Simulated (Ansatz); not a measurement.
Values for one crystal, relaxed and computed with DFT-r²SCAN in the program Ansatz with PAW potentials; other levels are named.

```yaml
volume_per_atom: 29.32 Å³
band_gap: 1.62 eV (indirect)
valence_band_maximum: at Γ
smallest_direct_gap_on_the_standard_path: 1.87 eV
conduction_band_minimum: off the standard path, at k = (0.479, 0.000, 0.156) in fractions of the reciprocal vectors
```

Question: Pick the material that matches.
(A) PbSe, rock salt
(B) Bi2Te2Se, R-3m (Bi on 6c, Te on 6c, Se on 3a)
(C) AsSe, P2_1/c (Pearson symbol mP32)
(D) MgO, P3m1 (Pearson symbol hP12)

Answer: C, AsSe, P2_1/c (Pearson symbol mP32)

The workflow started from a Materials Project entry (that database holds measured and hypothetical structures alike); the Crystallography Open Database files this formula in space group No. 14, but the cells were not matched. Whether it is the stable phase at ambient conditions was not checked. Symmetry was held in the r²SCAN relaxation; its stability against distortions is not shown here. A crystal of weakly bound molecules computed without a dispersion correction: the cell and the soft elastic constants depend strongly on that. Scalar-relativistic: spin–orbit coupling is off unless named, which matters more the heavier the elements.

Potentials: the later of the program's two PAW sets.
